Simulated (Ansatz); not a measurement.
# Computed properties of CuI

CuI:
```cif
data_Cu3I3
_chemical_formula_sum 'Cu3 I3'
_space_group_name_H-M_alt 'P 1'
_space_group_IT_number 1
_cell_length_a 4.19054
_cell_length_b 4.19054
_cell_length_c 9.72409
_cell_angle_alpha 90.000
_cell_angle_beta 90.000
_cell_angle_gamma 120.000
loop_
_space_group_symop_operation_xyz
  'x, y, z'
loop_
_atom_site_label
_atom_site_type_symbol
_atom_site_fract_x
_atom_site_fract_y
_atom_site_fract_z
_atom_site_occupancy
Cu1 Cu 0.49983 0.49983 0.50000 1
Cu2 Cu 0.50017 0.00000 0.83333 1
Cu3 Cu 0.00000 0.50017 0.16667 1
I1 I 0.49998 0.49998 0.00000 1
I2 I 0.50002 0.00000 0.33333 1
I3 I 0.00000 0.50002 0.66667 1
```

Space group P6_422 (No. 181); conventional cell a = b = 4.191 Å, c = 9.724 Å, α = β = 90.00°, γ = 120.00°.

Method: DFT-r²SCAN+D4 in the program Ansatz with PAW potentials. Structure relaxed to zero pressure with the same functional. Other levels are named where they apply.

Cell and energy:

```yaml
volume_per_atom: 24.65 Å³
density: 6.42 g/cm³
Formation energy from the elements (no fitted shifts): -0.063 eV/atom
```

Electronic structure:

```yaml
band_gap: 1.19 eV (indirect)
valence_band_maximum: at A
conduction_band_minimum: at Γ
smallest_direct_gap_on_the_standard_path: 1.64 eV
electron_effective_mass: 0.17 mₑ (isotropic)
Electron effective mass with spin–orbit coupling: 0.16 mₑ (isotropic)
hole_effective_mass: 0.38, 0.38, 0.63 mₑ (principal values)
HSE06 gap on the r²SCAN+D4 cell: 2.08 eV
Gap with spin–orbit coupling: 1.17 eV
```

Magnetism:

```yaml
magnetic_order: non-magnetic (starting moments vanished)
```

Mechanics:

```yaml
Bulk modulus (Birch–Murnaghan fit): 49.0 GPa
Pressure derivative B′: 5.1
```

Charges:

```yaml
bader_charges: Cu +0.39, I -0.39 e
```

The start of the workflow was typed in or built on a structure type; neither database checked (COD, Materials Project) lists it. It is not the phase usual at ambient conditions (space group No. 216). The cell was relaxed with r²SCAN+D4 under the symmetry of its start; whether a distortion lowers the energy is not shown. The workflow began spin-polarised and lost its moments. The volume moved by -31 % from the start of the relaxation. Point labels and valley counts follow the cell and symmetry of the run, lower than the named group. The references are the lowest solids computed at this level, not always the standard phases. Scalar-relativistic: spin–orbit coupling is off unless named, which matters more the heavier the elements.

Potentials: the later of the program's two PAW sets.
